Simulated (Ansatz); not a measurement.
Input file for Ansatz (a quantum-chemistry and plane-wave program):

Ansatz 0.2 input:
```yaml
crystal:
  lattice:
    - [2.8854391914, 0.0, 0.0]
    - [0.0, 2.8854391914, 0.0]
    - [0.0, 0.0, 2.8854391914]
  atoms:
    - { symbol: Ti, position: [0.0, 0.0, 0.0] }
    - { symbol: Fe, position: [0.5, 0.5, 0.5] }
kpoints:
  mp_grid: { grid: [30, 30, 30] }
hamiltonian:
  xc: lda
  pseudopotentials: { kind: paw }
scf:
  occupations: { method: fermi_dirac, width: 0.1 }
elastic: { mode: relaxed_ion, stencil: two_point, amplitude: 0.005, f_tol: 0.0005 }
```

Output (shortened):

```
Pseudopotential: Ti, paw, valence charge 12
Pseudopotential: Fe, paw, valence charge 16
Functional definition: SPW92
Crystal: 2 atoms, lattice volume = 24.023 Å³
Basis set: ecut = 420 eV, 461 PW (Γ)
Bands: 18, of which v1, the nominal top of the filled ones, is band 14 counted from 1 (13 counted from 0)
Symmetry: 48 space group operations
Space group: Pm-3m (ITA 221), of the structure as read, at distance tolerance 2.9e-5 Å
k-points: 816 of 27000
SCF iter   1: F=—  HF=-6871.353504 eV  |F-HF|=—  |Δ(HF+E_count)|=         —  Δρ=1.33e-2  dr2=2.15e-2  ethr=1.77e-3  ⟨swp⟩=3.7  Hψ=54695  notcnv=0
preconditioner: auto → none
SCF iter   2: F=—  HF=-6871.351444 eV  |F-HF|=—  |Δ(HF+E_count)|=   2.06e-3  Δρ=4.90e-3  dr2=2.17e-3  ethr=7.67e-5  ⟨swp⟩=2.0  Hψ=23249  notcnv=0
SCF iter   3: F=—  HF=-6871.351293 eV  |F-HF|=—  |Δ(HF+E_count)|=   1.52e-4  Δρ=1.23e-3  dr2=1.33e-4  ethr=7.75e-6  ⟨swp⟩=1.0  Hψ=14688  notcnv=0
SCF iter   4: F=—  HF=-6871.351278 eV  |F-HF|=—  |Δ(HF+E_count)|=   1.51e-5  Δρ=2.73e-4  dr2=1.25e-5  ethr=4.74e-7  ⟨swp⟩=2.0  Hψ=26091  notcnv=0
SCF iter   5: F=—  HF=-6871.351277 eV  |F-HF|=—  |Δ(HF+E_count)|=   9.61e-7  Δρ=5.24e-5  dr2=4.39e-7  ethr=4.48e-8  ⟨swp⟩=2.4  Hψ=19567  notcnv=0
SCF iter   6: F=—  HF=-6871.351275 eV  |F-HF|=—  |Δ(HF+E_count)|=   1.49e-6  Δρ=3.14e-6  dr2=1.49e-9  ethr=1.57e-9  ⟨swp⟩=2.4  Hψ=18757  notcnv=0
SCF iter   7: F=—  HF=-6871.351275 eV  |F-HF|=—  |Δ(HF+E_count)|=  5.28e-11  Δρ=2.91e-7  dr2=7.91e-12  ethr=5.33e-12  ⟨swp⟩=2.0  Hψ=26056  notcnv=0
SCF iter   8: F=-6871.351275 eV  HF=-6871.351275 eV  |F-HF|=3.64e-12  |Δ(HF+E_count)|=  9.09e-12  Δρ=2.94e-8  dr2=9.52e-14  ethr=1.00e-12  ⟨swp⟩=3.0  Hψ=61028  notcnv=0
SCF 1 converged in 8 iterations: F = -6871.351275 eV  dr2 = 9.52e-14
Crystal: 2 atoms, lattice volume = 23.903 Å³
Symmetry: 16 space group operations
k-points: 2176 of 27000
iter 1 solved again at ethr=2.87e-6 eV; its pass at ethr=3.10e-3 eV (dr2=8.03e-4 eV) is discarded
SCF iter   1: F=—  HF=-6871.350452 eV  |F-HF|=—  |Δ(HF+E_count)|=         —  Δρ=1.97e-3  dr2=7.92e-4  ethr=2.87e-6  ⟨swp⟩=2.2  Hψ=212290  notcnv=0
preconditioner: auto → none
SCF iter   2: F=—  HF=-6871.350403 eV  |F-HF|=—  |Δ(HF+E_count)|=   4.86e-5  Δρ=4.46e-4  dr2=4.78e-5  ethr=2.83e-6  ⟨swp⟩=1.4  Hψ=42601  notcnv=0
SCF iter   3: F=—  HF=-6871.350397 eV  |F-HF|=—  |Δ(HF+E_count)|=   6.63e-6  Δρ=2.43e-4  dr2=1.18e-5  ethr=1.71e-7  ⟨swp⟩=2.1  Hψ=52516  notcnv=0
SCF iter   4: F=—  HF=-6871.350395 eV  |F-HF|=—  |Δ(HF+E_count)|=   1.43e-6  Δρ=3.88e-5  dr2=1.45e-7  ethr=4.21e-8  ⟨swp⟩=2.4  Hψ=47723  notcnv=0
SCF iter   5: F=—  HF=-6871.350395 eV  |F-HF|=—  |Δ(HF+E_count)|=   2.05e-7  Δρ=6.97e-6  dr2=6.80e-9  ethr=5.17e-10  ⟨swp⟩=2.3  Hψ=63794  notcnv=0
SCF iter   6: F=—  HF=-6871.350395 eV  |F-HF|=—  |Δ(HF+E_count)|=  5.57e-10  Δρ=5.61e-7  dr2=3.24e-11  ethr=2.43e-11  ⟨swp⟩=2.6  Hψ=70210  notcnv=0
SCF iter   7: F=—  HF=-6871.350395 eV  |F-HF|=—  |Δ(HF+E_count)|=  9.09e-12  Δρ=7.90e-8  dr2=7.44e-13  ethr=1.16e-13 (applied; sched 1.00e-12)  ⟨swp⟩=2.0  Hψ=67921  notcnv=0
SCF iter   8: F=—  HF=-6871.350395 eV  |F-HF|=—  |Δ(HF+E_count)|=  9.09e-13  Δρ=2.93e-8  dr2=1.22e-13  ethr=1.00e-12  ⟨swp⟩=4.0  Hψ=136574  notcnv=0
SCF iter   9: F=-6871.350395 eV  HF=-6871.350395 eV  |F-HF|=0.00e0  |Δ(HF+E_count)|=  3.64e-12  Δρ=9.69e-10  dr2=9.05e-17  ethr=1.00e-12  ⟨swp⟩=3.4  Hψ=112596  notcnv=0
SCF 2 converged in 9 iterations: F = -6871.350395 eV  dr2 = 9.05e-17
Crystal: 2 atoms, lattice volume = 24.144 Å³
iter 1 solved again at ethr=5.17e-9 eV; its pass at ethr=3.10e-3 eV (dr2=1.45e-6 eV) is discarded
SCF iter   1: F=—  HF=-6871.350515 eV  |F-HF|=—  |Δ(HF+E_count)|=         —  Δρ=4.73e-4  dr2=1.45e-6  ethr=5.17e-9  ⟨swp⟩=2.1  Hψ=196920  notcnv=0
preconditioner: auto → none
SCF iter   2: F=—  HF=-6871.350532 eV  |F-HF|=—  |Δ(HF+E_count)|=   1.76e-5  Δρ=2.37e-4  dr2=3.52e-7  ethr=5.17e-9  ⟨swp⟩=1.0  Hψ=39168  notcnv=0
SCF iter   3: F=—  HF=-6871.350538 eV  |F-HF|=—  |Δ(HF+E_count)|=   5.86e-6  Δρ=1.04e-5  dr2=1.11e-8  ethr=1.26e-9  ⟨swp⟩=1.0  Hψ=39168  notcnv=0
SCF iter   4: F=—  HF=-6871.350538 eV  |F-HF|=—  |Δ(HF+E_count)|=  2.18e-10  Δρ=1.90e-6  dr2=4.97e-11  ethr=3.97e-11  ⟨swp⟩=2.5  Hψ=63878  notcnv=0
SCF iter   5: F=—  HF=-6871.350538 eV  |F-HF|=—  |Δ(HF+E_count)|=  3.39e-10  Δρ=2.55e-7  dr2=6.69e-12  ethr=1.78e-13 (applied; sched 1.00e-12)  ⟨swp⟩=2.5  Hψ=72636  notcnv=0
SCF iter   6: F=—  HF=-6871.350538 eV  |F-HF|=—  |Δ(HF+E_count)|=  9.09e-13  Δρ=4.62e-8  dr2=2.03e-13  ethr=2.39e-14 (applied; sched 1.00e-12)  ⟨swp⟩=1.1  Hψ=39463  notcnv=0
SCF iter   7: F=-6871.350538 eV  HF=-6871.350538 eV  |F-HF|=9.09e-13  |Δ(HF+E_count)|=  1.82e-12  Δρ=4.12e-9  dr2=9.23e-16  ethr=1.00e-12  ⟨swp⟩=3.4  Hψ=112166  notcnv=0
SCF 3 converged in 7 iterations: F = -6871.350538 eV  dr2 = 9.23e-16
Crystal: 2 atoms, lattice volume = 24.023 Å³
Symmetry: 8 space group operations
k-points: 3856 of 27000
iter 1 solved again at ethr=7.77e-8 eV; its pass at ethr=3.10e-3 eV (dr2=2.18e-5 eV) is discarded
SCF iter   1: F=—  HF=-6871.351133 eV  |F-HF|=—  |Δ(HF+E_count)|=         —  Δρ=6.48e-4  dr2=3.20e-5  ethr=7.77e-8  ⟨swp⟩=2.3  Hψ=385153  notcnv=0
preconditioner: auto → none
SCF iter   2: F=—  HF=-6871.351137 eV  |F-HF|=—  |Δ(HF+E_count)|=   4.45e-6  Δρ=2.91e-4  dr2=5.19e-6  ethr=7.77e-8  ⟨swp⟩=2.3  Hψ=98188  notcnv=0
SCF iter   3: F=—  HF=-6871.351134 eV  |F-HF|=—  |Δ(HF+E_count)|=   2.72e-6  Δρ=2.92e-5  dr2=2.13e-8  ethr=1.85e-8  ⟨swp⟩=2.3  Hψ=88106  notcnv=0
SCF iter   4: F=—  HF=-6871.351134 eV  |F-HF|=—  |Δ(HF+E_count)|=   4.08e-7  Δρ=6.27e-6  dr2=2.64e-9  ethr=7.61e-11  ⟨swp⟩=2.4  Hψ=118343  notcnv=0
SCF iter   5: F=—  HF=-6871.351134 eV  |F-HF|=—  |Δ(HF+E_count)|=   1.15e-9  Δρ=1.84e-6  dr2=2.56e-10  ethr=9.44e-12  ⟨swp⟩=3.0  Hψ=143225  notcnv=0
SCF iter   6: F=—  HF=-6871.351134 eV  |F-HF|=—  |Δ(HF+E_count)|=  1.02e-10  Δρ=2.42e-7  dr2=4.74e-12  ethr=9.15e-13 (applied; sched 1.00e-12)  ⟨swp⟩=2.3  Hψ=103924  notcnv=0
SCF iter   7: F=—  HF=-6871.351134 eV  |F-HF|=—  |Δ(HF+E_count)|=  2.73e-12  Δρ=4.95e-8  dr2=1.11e-13  ethr=1.69e-14 (applied; sched 1.00e-12)  ⟨swp⟩=2.3  Hψ=101954  notcnv=0
SCF iter   8: F=-6871.351134 eV  HF=-6871.351134 eV  |F-HF|=1.82e-12  |Δ(HF+E_count)|=  1.82e-12  Δρ=3.17e-9  dr2=8.27e-16  ethr=1.00e-12  ⟨swp⟩=4.0  Hψ=221134  notcnv=0
SCF 4 converged in 8 iterations: F = -6871.351134 eV  dr2 = 8.27e-16
Crystal: 2 atoms, lattice volume = 24.023 Å³
iter 1 solved again at ethr=2.14e-9 eV; its pass at ethr=3.10e-3 eV (dr2=5.99e-7 eV) is discarded
SCF iter   1: F=—  HF=-6871.351122 eV  |F-HF|=—  |Δ(HF+E_count)|=         —  Δρ=3.36e-4  dr2=5.96e-7  ethr=2.14e-9  ⟨swp⟩=2.0  Hψ=351184  notcnv=0
preconditioner: auto → none
SCF iter   2: F=—  HF=-6871.351131 eV  |F-HF|=—  |Δ(HF+E_count)|=   8.80e-6  Δρ=1.68e-4  dr2=1.41e-7  ethr=2.13e-9  ⟨swp⟩=1.0  Hψ=69408  notcnv=0
SCF iter   3: F=—  HF=-6871.351134 eV  |F-HF|=—  |Δ(HF+E_count)|=   2.93e-6  Δρ=8.36e-6  dr2=7.71e-9  ethr=5.05e-10  ⟨swp⟩=1.0  Hψ=69408  notcnv=0
SCF iter   4: F=—  HF=-6871.351134 eV  |F-HF|=—  |Δ(HF+E_count)|=  3.56e-10  Δρ=3.70e-7  dr2=7.32e-12  ethr=2.75e-11  ⟨swp⟩=2.4  Hψ=110300  notcnv=0
SCF iter   5: F=—  HF=-6871.351134 eV  |F-HF|=—  |Δ(HF+E_count)|=  4.55e-12  Δρ=8.06e-8  dr2=2.46e-13  ethr=2.62e-14 (applied; sched 1.00e-12)  ⟨swp⟩=2.1  Hψ=112357  notcnv=0
SCF iter   6: F=-6871.351134 eV  HF=-6871.351134 eV  |F-HF|=9.09e-13  |Δ(HF+E_count)|=  9.09e-13  Δρ=1.42e-8  dr2=2.58e-14  ethr=1.00e-12  ⟨swp⟩=4.0  Hψ=225421  notcnv=0
SCF 5 converged in 6 iterations: F = -6871.351134 eV  dr2 = 2.58e-14
SCF converged after 8 iterations
Free energy (F): -6871.351275 eV
Harris-Foulkes:  -6871.351275 eV  (|F-HF|=3.64e-12)
Internal energy: -6871.327848 eV  (E = F + TS)
E sigma→0 (E₀):  -6871.339561 eV
Entropy (-TS):   -0.023428 eV (-11.714 meV/atom)
Fermi energy:    18.546795 eV
--- Per-component energies (eV) ---
  E_band       = -305.074563
  E_kinetic    = 635.062042
  E_local      = -2807.808722  (includes V_loc(G=0)·N_el)
  E_nonlocal   = 229.097725
  E_hartree    = 1193.209008
  E_xc         = -217.671708
  E_vxc        = -278.306589  (∫ρ·V_xc dr)
  E_paw        = -2303.676968  (= ΣΔE_a)
  E_vpaw       = -469.538015  (= ΣTr[D̂ρ^β])
  E_aug_tail   = 0.000998  (compensation charges beyond the density's cutoff)
  E_ewald      = -3600.267709
  E_core_change = 0.727486  (= ΣΔE_core)
  E_smearing   = -0.023428  (= −TS)
  E_closure    =  0.000000  (closes the sum)
  Σ components = -6871.351275   (vs F -6871.351275, Δ=0.00e0)
  [band-id]    e_kinetic+e_local+e_nonlocal+2·e_hartree+e_vxc+e_vpaw+e_augmentation_tail = -305.074544   (vs E_band -305.074563, Δ=1.86e-5)
--- Forces (eV/Å), atoms counted from 1 ---
  atom   1  Ti     0.00000000     0.00000000     0.00000000
  atom   2  Fe     0.00000000     0.00000000     0.00000000
  max |Σ_I F_I| component: 0.0 eV/Å
--- Stress (GPa, compression-positive) ---
        0.083864       0.000000       0.000000
        0.000000       0.083864       0.000000
        0.000000       0.000000       0.083864
  P = ⅓ Tr σ = 0.0839 GPa (0.839 kbar)
--- Band table (eV; the first three rows and the last of 816) ---
  k-point 0: bands = ["-67.5605", "-37.5519", "-34.0138", "-34.0138", "-34.0138", "-13.9293", "-13.9293", "-13.9293", "10.9456", "14.4282", "14.4282", "17.5082", "17.5082", "17.5082", "19.9412", "19.9412", "22.0873", "22.0873"]
  k-point 1: bands = ["-67.5604", "-37.5515", "-34.0142", "-34.0137", "-34.0137", "-13.9343", "-13.9290", "-13.9290", "10.9703", "14.4400", "14.4424", "17.5064", "17.5064", "17.5139", "19.9254", "19.9475", "22.0477", "22.0477"]
  k-point 2: bands = ["-67.5603", "-37.5505", "-34.0153", "-34.0135", "-34.0135", "-13.9493", "-13.9281", "-13.9281", "11.0442", "14.4755", "14.4844", "17.5012", "17.5012", "17.5309", "19.8784", "19.9660", "21.9340", "21.9340"]
  k-point 815: bands = ["-67.5463", "-37.4048", "-34.0610", "-34.0610", "-34.0610", "-14.2662", "-14.2662", "-14.2662", "16.3606", "16.3606", "16.3606", "16.5061", "16.5061", "16.5061", "18.6589", "18.6589", "22.3902", "22.3902"]
--- Elastic constants: 2 strain directions × 2 members + reference (group order 48) ---
  dense FFT box of the reference and of every strained cell: 20×20×20
  strains applied: 11, 23; error gains: componentwise 1.00 (the most a stress slope's error grows in a printed constant), spectral 1.73 (1 for all six strains …
  C = ∂σ_k/∂η_j (tension-positive GPa; Voigt order 11 22 33 23 13 12):
       429.646    123.708    123.708      0.000      0.000      0.000
       123.708    429.646    123.708      0.000      0.000      0.000
       123.708    123.708    429.646      0.000      0.000      0.000
         0.000      0.000      0.000     73.918      0.000      0.000
         0.000      0.000      0.000      0.000     73.918      0.000
         0.000      0.000      0.000      0.000      0.000     73.918
  reference stress σ⁰ (GPa):     -0.084     -0.084     -0.084      0.000      0.000      0.000
  C* (energy form; C + prestress term) asymmetry max|C*_kj − C*_jk| = 1.421e-14 GPa — a small one proves nothing (zero by symmetry where the batch's group is …
  moduli (Voigt/Reuss/Hill, GPa): K = 225.69/225.69/225.69   G = 105.54/93.18/99.36   E = 259.93   ν = 0.308
  mechanically stable: yes (min eigenvalue of sym C = 73.92 GPa)
  where every solve meets its electron count the energy-path curvature estimates C_jj along a normal strain and C_jj − ¼(σ⁰_aa + σ⁰_bb) along a shear (ab), of …
  strain η (Voigt 11):  stress-route row diagonal C_11 = 429.65 GPa, energy-path curvature d²(F+E_count+ΔE)/dδ²/Ω₀ = 429.96 GPa
         δ    σ_11 (GPa)             F (eV)   n_scf  n_hpsi   n_pw
    -5.000e-3      -2.2684       -6871.3503950       9  841133    480   relax 0 steps, max|allowed force component| 0.0 eV/Å
     5.000e-3       2.0281       -6871.3505380       7  598417    487   relax 0 steps, max|allowed force component| 0.0 eV/Å
  strain η (Voigt 23):  stress-route row diagonal C_44 = 73.92 GPa, energy-path curvature d²(F+E_count+ΔE)/dδ²/Ω₀ = 74.30 GPa
         δ    σ_23 (GPa)             F (eV)   n_scf  n_hpsi   n_pw
    -5.000e-3      -0.3696       -6871.3511340       8  1321913    483   relax 0 steps, max|allowed force component| 0.0 eV/Å
     5.000e-3       0.3696       -6871.3511340       6  999942    483   relax 0 steps, max|allowed force component| 0.0 eV/Å
```

Cost: roughly 7 core-minutes on shared cores.

The workflow started from a Materials Project entry (that database holds measured and hypothetical structures alike); the Crystallography Open Database files this formula in space group No. 221, but the cells were not matched. Whether it is the stable phase at ambient conditions was not checked. The cell was relaxed with LDA under the symmetry of its start; of distortions, only those at the zone centre were tested. The run is not spin-polarised. As this level gives no gap, shear constants depend on the k-mesh and smearing (Fermi–Dirac, 0.1 eV here).

Potentials: the later of the program's two PAW sets.

Ansatz is a plane-wave DFT program.
